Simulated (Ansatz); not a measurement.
Ru, first-principles data

Ru:
```yaml
crystal:
  lattice:
    - [2.70880, 0.00000, 0.00000]
    - [-1.35440, 2.34589, 0.00000]
    - [0.00000, 0.00000, 8.70082]
  atoms:
    - { symbol: Ru, position: [0.00000, 0.00000, 0.00000] }
    - { symbol: Ru, position: [0.00000, 0.00000, 0.50000] }
    - { symbol: Ru, position: [0.33333, 0.66667, 0.25000] }
    - { symbol: Ru, position: [0.66667, 0.33333, 0.75000] }
```

Space group P6_3/mmc (No. 194), dhcp (α-La type); conventional cell a = b = 2.709 Å, c = 8.701 Å, α = β = 90.00°, γ = 120.00°.

Method: PBE in the plane-wave PAW code Ansatz. Geometry: relaxed at this level of theory. Other levels are named where they apply.

**Cell and energy**

```json
{
  "volume_per_atom": "13.82 Å³",
  "density": "12.14 g/cm³"
}
```

**Electronic structure**

```json
{
  "electronic_character": "metallic (no gap)",
  "Density of states at the Fermi level": "1.1 states/eV per atom (mean over ±0.08 eV)",
  "Gap with spin–orbit coupling": "none (metallic)"
}
```

**Mechanics**

```json
{
  "Bulk modulus (Birch–Murnaghan fit)": "307 GPa",
  "Pressure derivative B′": "4.8"
}
```

**Phonons**

```json
{
 "highest_zone_centre_frequency": "223 cm^-1",
 "zone_centre_stability": "no imaginary mode at Γ"
}
```

The cell is a constructed one: a structure type filled with these elements. Its sites differ from those of the usual phase in this space group: another stacking or structure type. The cell was relaxed with PBE under the symmetry of its start. No spin polarisation was allowed. As this level gives no gap, phonon frequencies hold no LO–TO term and depend on the k-mesh and smearing (Fermi–Dirac, 0.1 eV here). Axis ratios of metals converge slowly with the k-mesh, so a and c are less sure than the volume. Scalar-relativistic: spin–orbit coupling is off unless named, which matters more the heavier the elements.

Potentials: the later of the program's two PAW sets.
